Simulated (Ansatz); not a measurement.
Hf₂N (anti-rutile, P4_2/mnm) at seven volumes, LDA in the plane-wave PAW code Ansatz, shape and atoms relaxed at each. One row is withheld.

```tsv
V (Å³/atom)	P (GPa)
13.389	24.88
13.830	15.30
14.272	7.05
14.713	0.00
15.155	-6.04
15.596	-11.21
16.037	?
```

Problem. Fit the shown pressures and predict the withheld one.

Solution. P = (3/2)B₀(x^(7/2) − x^(5/2))[1 + (3/4)(B′ − 4)(x − 1)] with x = (V₀/V)^(2/3). Least squares on the six rows gives V₀ = 14.714 Å³/atom, B₀ = 217 GPa, B′ = 4.12. At V = 16.037, x = 0.9442 and P = -15.65 GPa. The run itself gave -15.61 GPa.

The workflow started from a Materials Project entry (that database holds measured and hypothetical structures alike); the Crystallography Open Database copy checked does not list it. Its standing as an ambient phase is unchecked. The cell was relaxed with LDA under the symmetry of its start; of distortions, only those at the zone centre were tested. No spin polarisation was allowed. Spin–orbit coupling is left out wherever it is not named.

Potentials: the later of the program's two PAW sets.
